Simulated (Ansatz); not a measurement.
# AuCu3-type GdMn₃

The computed numbers are results of PBE+U (U_eff = 6 eV on Gd 4f) with spin–orbit coupling (two-component spinors) in the plane-wave PAW code Ansatz at 420 eV, Γ-centred 8×8×8 mesh, 0.05 eV Gaussian smearing. The datasets are Ansatz's generated set soft_2.

```xyz
4
Lattice="4.1306 0.0000 0.0000 0.0000 4.1306 0.0000 0.0000 0.0000 4.1306" Properties=species:S:1:pos:R:3 pbc="T T T"
Gd    0.0000    0.0000    0.0000
Mn    0.0000    2.0653    2.0653
Mn    2.0653    2.0653    0.0000
Mn    2.0653    0.0000    2.0653
```

The cell came from substitution into a structure type; whether the compound takes it is for experiment to say.

Magnetic state: ferrimagnetic, site spin moments Gd 6.82; Mn -3.10, -3.11 μB, along [001] (Cartesian), which lowers the symmetry.

The pressure at this geometry is -0.1 GPa.

**Question.** Which orbitals carry the states at the Fermi level, and how many states are there?

**Answer.** Within 0.1 eV of it: Mn 3d 75 %, Gd 5d 17 % (shares among the projected shells). The density of states at the Fermi level is about 3 states/eV per cell, averaged over 0.3 eV.

Density of states (tetrahedra, averaged over 0.4 eV; states/eV per cell of 4 atoms; energy in eV from the Fermi level; projections on Löwdin-orthogonalised atomic orbitals, summed over sites):

| E | total | Mn 3d | Gd 4f j=7/2 | Gd 5d | Gd 4f j=5/2 | Mn 4s |
| --- | --- | --- | --- | --- | --- | --- |
| -7.25 | 7.5 | 0.0 | 1.8 | 0.0 | 5.7 | 0.0 |
| -6.85 | 10.0 | 0.0 | 7.4 | 0.0 | 2.6 | 0.0 |
| -6.45 | 0.0 | 0.0 | 0.0 | 0.0 | 0.0 | 0.0 |
| -6.05 | 0.2 | 0.0 | 0.0 | 0.0 | 0.0 | 0.1 |
| -5.65 | 0.3 | 0.0 | 0.0 | 0.0 | 0.0 | 0.2 |
| -5.25 | 0.4 | 0.0 | 0.0 | 0.0 | 0.0 | 0.3 |
| -4.85 | 0.6 | 0.0 | 0.0 | 0.0 | 0.0 | 0.4 |
| -4.45 | 0.9 | 0.1 | 0.0 | 0.1 | 0.0 | 0.5 |
| -4.05 | 1.5 | 0.4 | 0.0 | 0.3 | 0.0 | 0.6 |
| -3.65 | 2.4 | 1.1 | 0.0 | 0.5 | 0.0 | 0.6 |
| -3.25 | 4.9 | 3.2 | 0.0 | 0.7 | 0.0 | 0.7 |
| -2.85 | 5.6 | 4.5 | 0.0 | 0.5 | 0.0 | 0.3 |
| -2.45 | 6.8 | 5.0 | 0.0 | 1.0 | 0.0 | 0.5 |
| -2.05 | 8.3 | 7.0 | 0.0 | 0.7 | 0.0 | 0.4 |
| -1.65 | 9.5 | 8.3 | 0.0 | 0.6 | 0.0 | 0.3 |
| -1.25 | 6.4 | 4.9 | 0.0 | 0.8 | 0.0 | 0.2 |
| -0.85 | 5.9 | 4.4 | 0.0 | 1.0 | 0.0 | 0.1 |
| -0.45 | 4.5 | 3.1 | 0.0 | 0.8 | 0.0 | 0.1 |
| -0.05 | 2.9 | 2.0 | 0.0 | 0.5 | 0.0 | 0.2 |
| 0.35 | 4.0 | 3.1 | 0.0 | 0.4 | 0.0 | 0.2 |
| 0.75 | 4.6 | 3.6 | 0.0 | 0.4 | 0.0 | 0.2 |
| 1.15 | 6.8 | 4.9 | 0.0 | 0.7 | 0.0 | 0.7 |

Of the 7.03 f electrons on Gd, 3.33 have j = 5/2 and 3.70 have j = 7/2, a share of 47 % in j = 5/2. Without spin–orbit coupling the share would be 6/14 = 43 %, in the jj limit 85 %, so the shell stands 11 % of the way to jj coupling; exchange, which aligns spins across both levels, holds it back.

Open d and f shells can converge to several self-consistent states; this is the one that the run reached. Site moments are of spin, integrated over Gaussian weights of 0.5 Å, which gives about a tenth less on f atoms than spheres do. A U of this size is made for insulators; in a metal, as here, it tends to take f weight out of the bonding and to swell the cell.
